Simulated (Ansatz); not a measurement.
Here is the system:

BP:
```xyz
6
Lattice="3.2765 0.0000 0.0000 -1.6382 2.8375 0.0000 0.0000 0.0000 7.0048" Properties=species:S:1:pos:R:3 pbc="T T T"
B     -0.8191     1.4188     2.3349
B      0.8191     1.4188     4.6699
B      1.6382     0.0000     0.0000
P     -0.8191     1.4188     5.8374
P      0.8191     1.4188     1.1675
P      1.6382     0.0000     3.5024
```

This is the r²SCAN-relaxed structure. x, y and z are the axes in which the lattice vectors are written.

Q: All from DFT-r²SCAN in the program Ansatz with PAW potentials, unless another level is named. Predict the Debye temperature from the elastic constants.

A: 1150 K.

Q: Predict the elastic constants (relaxed ions, GPa).

A: C11 = 434, C12 = 43.2, C13 = 61.7, C33 = 393, C44 = 212.

Space group P6_422. The start of the workflow was typed in or built on a structure type; neither database checked (COD, Materials Project) lists it. It is not the phase usual at ambient conditions (space group No. 216). The r²SCAN relaxation kept the symmetry of its start; whether a distortion lowers the energy is not shown.

Potentials: the later of the program's two PAW sets.
